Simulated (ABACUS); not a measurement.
Worked example: self-consistent single point of a (110) slab of Mo (cut from a parent of space group no. 229; 8 atoms in the cell) in ABACUS.

Method: ABACUS 3.10.1 with PBEsol, numerical atomic orbitals DZP (confined pseudo-atomic orbitals with Gaussian additions; energy shift 0.01 Ry), PseudoDojo 0.4 standard norm-conserving PBEsol (tails mended) pseudopotentials.

```yaml
crystal:
  lattice:
    - [3.16762, 0.00000, 0.00000]
    - [0.00000, 4.47969, 0.00000]
    - [0.00000, 0.00000, 16.71950]
  atoms:
    - { symbol: Mo, position: [0.00000, 0.90909, 0.29905] }
    - { symbol: Mo, position: [0.50000, 0.40909, 0.29905] }
    - { symbol: Mo, position: [0.00000, 0.40909, 0.43301] }
    - { symbol: Mo, position: [0.50000, 0.90909, 0.43301] }
    - { symbol: Mo, position: [0.00000, 0.90909, 0.56698] }
    - { symbol: Mo, position: [0.50000, 0.40909, 0.56698] }
    - { symbol: Mo, position: [0.00000, 0.40909, 0.70095] }
    - { symbol: Mo, position: [0.50000, 0.90909, 0.70095] }
```

Reference input (self-consistent single point, DFT, PBEsol, numerical atomic orbitals DZP (confined pseudo-atomic orbitals with Gaussian additions; energy shift 0.01 Ry), PseudoDojo 0.4 standard norm-conserving PBEsol (tails mended) pseudopotentials): basis = DZP numerical atomic orbitals, energy shift 0.01 Ry; KPT = Gamma 4 3 1 0 0 0; basis_type = lcao; dft_functional = PBESOL; ecutwfc = 100 Ry; smearing_method = mp; smearing_sigma = 0.00734986 Ry; potentials = PseudoDojo 0.4 standard norm-conserving PBEsol (tails mended); symmetry = 1; ks_solver = scalapack_gvx; scf_nmax = 100; scf_thr = 1.0e-06. This run's input differs from it in these lines:

```diff
@@ -12,2 +12,3 @@
 smearing_sigma       0.00734986
+nbands               58
 ks_solver            scalapack_gvx
```

Log, with long lists cut:

```
 SELF-CONSISTENT
 -------------------------------------------

                  longest orb rcut (Bohr) = 8.1
   longest nonlocal projector rcut (Bohr) = 1.5
                     search radius (Bohr) = 19.2

                          real space grid = [ 40, 54, 216 ]
                                 init_chg = atomic

 LCAO ALGORITHM --------------- ION=   1  ELEC=   1--------------------------------

 Density error is 0.09434478498
 E_KohnSham     -1123.4737969490     -15285.6451922016
 E_Fermi        0.6936047582         9.4369768715

 LCAO ALGORITHM --------------- ION=   1  ELEC=   2--------------------------------

   [... lines left out ...]

   [... 15 blocks of this kind left out ...]

 LCAO ALGORITHM --------------- ION=   1  ELEC=  18--------------------------------

 Density error is 1.72330975465e-06
 E_KohnSham     -1123.9114389239     -15291.5996167435
 E_Fermi        0.6819356977         9.2782111585

 LCAO ALGORITHM --------------- ION=   1  ELEC=  19--------------------------------

 Density error is 4.23911364757e-07
 E_KohnSham     -1123.9114389507     -15291.5996171087
 E_KS(sigma->0) -1123.9109553909     -15291.5930379403
 E_entropy(-TS) -0.0014506794        -0.0197375052
 E_Fermi        0.6819357950         9.2782124822
 charge density convergence is achieved
 final etot is -15291.599617 eV
 EFERMI = 9.2782124822 eV

 STATE ENERGY(eV) AND OCCUPATIONS    NSPIN == 1
   [... 55 lines left out ...]

 TOTAL-FORCE (eV/Angstrom)
                       Mo1         0.0000000000         0.0000000000         0.8728881232
                       Mo2         0.0000000000         0.0000000000         0.8728047395
                       Mo3         0.0000000000         0.0000000000        -0.5670420190
                       Mo4         0.0000000000         0.0000000000        -0.5670589674
                       Mo5         0.0000000000         0.0000000000         0.5670420190
                       Mo6         0.0000000000         0.0000000000         0.5670589674
                       Mo7         0.0000000000         0.0000000000        -0.8728881232
   [... lines left out ...]

 TOTAL-STRESS (KBAR)
      -127.5000056069         0.0000000000         0.0000000000
         0.0000000000      -105.3763512359         0.0000000000
         0.0000000000         0.0000000000       -62.0925973252
 TOTAL-PRESSURE: -98.322985 KBAR

 --------------------------------------------
 !FINAL_ETOT_IS -15291.5996171086844697 eV
 --------------------------------------------
```

The run converged in 19 iterations. Against the reference run the free energy rises by 2.3 meV/atom and the largest force goes from 1.013 to 0.873 eV/Å.

The atom-centred basis is finite, which shifts total energies and forces against plane waves. This run is one point of a test of settings, so its values need not be converged; read them against the reference run alone. No clean gap shows at this smearing width and mesh (spacing up to 0.50 Å⁻¹); the mesh is coarse for partly filled bands, so the values carry mesh errors.

Cost on one core: very roughly 100 core-seconds.

The atomic orbitals were generated for these runs; they are not ABACUS's published sets and were checked against plane waves on a few crystals only.

“Tails mended”: in these copies of the files the far tail of each local potential was reset to the Coulomb form.
